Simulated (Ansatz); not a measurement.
Data:

Pt3W:
```
CELL_PARAMETERS angstrom
     -1.92590     1.92590     3.97143
      1.92590    -1.92590     3.97143
      1.92590     1.92590    -3.97143
ATOMIC_POSITIONS crystal
  Pt 0.75000 0.25000 0.50000
  Pt 0.25000 0.75000 0.50000
  Pt 0.50000 0.50000 0.00000
  W  0.00000 0.00000 0.00000
```

This is the LDA-relaxed structure.

Problem. All from the program Ansatz at the LDA level (PAW), unless another level is named. Give the density of states at the Fermi level.

Solution. 0.72 states/eV per atom (mean over ±0.08 eV).

Problem. Give the formation energy from the elements (no fitted shifts).

Solution. -0.29 eV/atom.

Space group I4/mmm. The workflow started from a Materials Project entry (that database holds measured and hypothetical structures alike); the Crystallography Open Database copy checked does not list it. Whether it is the stable phase at ambient conditions was not checked. Symmetry was held in the LDA relaxation; whether a distortion lowers the energy is not shown. The run is not spin-polarised. The references are the lowest solids computed at this level, not always the standard phases. Spin–orbit coupling is left out wherever it is not named.

Potentials: the later of the program's two PAW sets.
